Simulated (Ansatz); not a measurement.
Thickness series of a surface: hcp Co (10-10)

All-electron LAPW in Ansatz 0.2.0 under PBE, scalar-relativistic, energies extrapolated to zero smearing, no spin–orbit coupling, ferromagnetic start (antiferromagnetic order not tried). The 1×1 slabs (area 10.06 Å²) are cut from the bulk relaxed on PAW files, and their atoms are relaxed; γ counts from the bulk energy, Δd12 is the change of the outer spacing. No reconstruction is allowed, and meshes differ a little between slabs.

```
planes  γ (J/m²)  Φ (eV)  Δd12 (%)
     4     2.270    4.76         ?
     6     2.298    4.73     -15.3
     8     2.290    4.74         ?
```

Problem. Give the missing entry: row "8", column "Δd12 (%)".

Solution. -14.0.

Problem. Fill in "Δd12 (%)" for the row "4".

Solution. -21.6.

Problem. How far have the values settled with thickness?

Solution. Between 6 and 8 planes γ moves by -0.4 % and Φ by +0.01 eV. Thin films carry quantum-size oscillations, so two neighbours that agree don't prove convergence.
